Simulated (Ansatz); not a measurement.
ScGa under pressure: fit and missing row

ScGa, Cmcm, a = 4.047 Å, b = 10.169 Å, c = 3.870 Å. The structure is a COD entry; whether it is the stable form wasn't checked. Ansatz: r2SCAN, PAW, 500 eV, Γ-centred 12×12×12 mesh on 4 atoms, Gaussian smearing 0.10 eV; no spin polarisation. Cell and atoms are relaxed at each pressure, and no other structure is tried, so the rows at high pressure may lie past a change of phase.

| V (Å³/atom) | P (GPa) |
| --- | --- |
| ? | 50.00 |
| 15.884 | 24.98 |
| 17.357 | 12.00 |
| 19.051 | 3.99 |
| 19.681 | 0.99 |
| 19.913 | 0.00 |
| 20.163 | -1.00 |

Problem. Take V0 = 19.913 Å³/atom, fit the third-order Birch–Murnaghan form to the other rows, and predict the missing volume.

Solution. With the Eulerian strain f = ½[(V0/V)^(2/3) − 1] and y = P/[3f(1 + 2f)^(5/2)], the form is the line y = B0 + 1.5 B0 (B0′ − 4) f. Rows (f, y): 0.08133, 70.2; 0.04795, 66.4; 0.01497, 82.5; 0.00392, 82.6; -0.00414, 82.2. Means f = 0.02881, y = 76.780; Σ(Δf)² = 0.005021, ΣΔfΔy = -0.9469; the slope is their ratio. y = 82.21 − 188.6 f GPa, so B0 = 82.2 GPa and B0′ = 4 + 2 × (-188.6)/(3 × 82.21) = 2.47. P = 50.00 GPa is met at f = 0.16000 (y = 52.03), so V = V0 (1 + 2f)^(−3/2) = 13.130 Å³/atom. The run gave 14.005 Å³/atom, so the fit is 0.875 Å³/atom too low, 14 % of the span of the series, against an rms of 0.111 Å³/atom on the fitted rows. The row lies outside the fitted range. A fourth-order term fitted to the same rows gives P = 57.20 GPa at this row's volume (the line 40.85, the run 50.00), which recovers part of the miss. With a term in f² added B0′ becomes 0.65, so this figure hangs on the form.

The mesh isn't the same in all rows (12×12×12, 14×14×12).